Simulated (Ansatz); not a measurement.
**Electric field gradients in Si3N4**

The cell is a COD entry (perhaps calculated rather than measured) whose atoms were relaxed with PBE, the cell held.

Space group P6_3/m (No. 176); a = 7.5585, c = 2.8855 Å, γ = 120.00°.

```
site  Wyckoff  site symmetry       x       y       z
  Si       6h            m..  0.1727  0.7664  0.2500
  N7       6h            m..  0.3294  0.0284  0.2500
 N13       2c           -6..  0.3333  0.6667  0.2500
```

One atom of each set is listed.

The numbers come from a DFT calculation in Ansatz (HSE06, plane waves and PAW (field gradients read without the response of the frozen cores, which leaves them typically 4 to 6 % off), scalar-relativistic, 420 eV cutoff, Γ-centred 3×3×5 k-points, Fermi–Dirac smearing 0.02 eV).

Conventions: |V_zz| ≥ |V_yy| ≥ |V_xx|, η = (V_xx − V_yy)/V_zz, C_Q = eQV_zz/h. ν_Q = 3|C_Q|/[2I(2I − 1)].

N-14: I = 1, Q = 20.44 mb. Quadrupole moments are those of Pyykkö's year-2017 table.

Problem. Which values are expected at the nuclei?

Solution. 

| site | atoms | first shell | C_Q (MHz) | η | ν_Q (MHz) |
| --- | --- | --- | --- | --- | --- |
| N7 | 6 | 3 Si at 1.72–1.73 Å | -2.47 | 0.07 | 3.71 |
| N13 | 2 | 3 Si at 1.72 Å | -2.46 | 0.00 | 3.69 |

An axis of threefold or higher order runs through N13, so V_zz lies along it and η is zero. At N7 V_zz stands upright on the plane through its three neighbours (within 3°).

Si has no stable isotope with a ground-state quadrupole moment in the table, so these sites are left out.

The run took 75 s of wall time (72 s of CPU time) and 1.7 GiB at its peak, on 1 thread of Intel Xeon Platinum 8488C (Sapphire Rapids) (x86_64; 16 cores open to the job, memory cap 3.0 GiB, no GPU), a shared host with a load of 0.3 a core.
